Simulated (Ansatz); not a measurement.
Here is the system:

Sb:
```cif
data_Sb2
_chemical_formula_sum 'Sb2'
_space_group_name_H-M_alt 'P 1'
_space_group_IT_number 1
_cell_length_a 4.61117
_cell_length_b 4.61117
_cell_length_c 4.61117
_cell_angle_alpha 56.184
_cell_angle_beta 56.184
_cell_angle_gamma 56.184
loop_
_space_group_symop_operation_xyz
  'x, y, z'
loop_
_atom_site_label
_atom_site_type_symbol
_atom_site_fract_x
_atom_site_fract_y
_atom_site_fract_z
_atom_site_occupancy
Sb1 Sb 0.26865 0.26865 0.26865 1
Sb2 Sb 0.73135 0.73135 0.73135 1
```

This is the r²SCAN-relaxed structure.

Q: All from the program Ansatz at the r²SCAN level (PAW), unless another level is named. Estimate the electronic character.

A: no gap, with almost no states at the Fermi level (zero-gap or semimetallic).

Q: What about the Z2 indices of the occupied bands with spin–orbit coupling?

A: 1;(111).

Q: Next, the gap with spin–orbit coupling?

A: none (metallic).

Space group R-3m (A7 (α-As type)). Symmetry was held in the r²SCAN relaxation; of distortions, only those at the zone centre were tested. Scalar-relativistic: spin–orbit coupling is off unless named, which matters more the heavier the elements.

Potentials: the earlier of the program's two PAW sets.
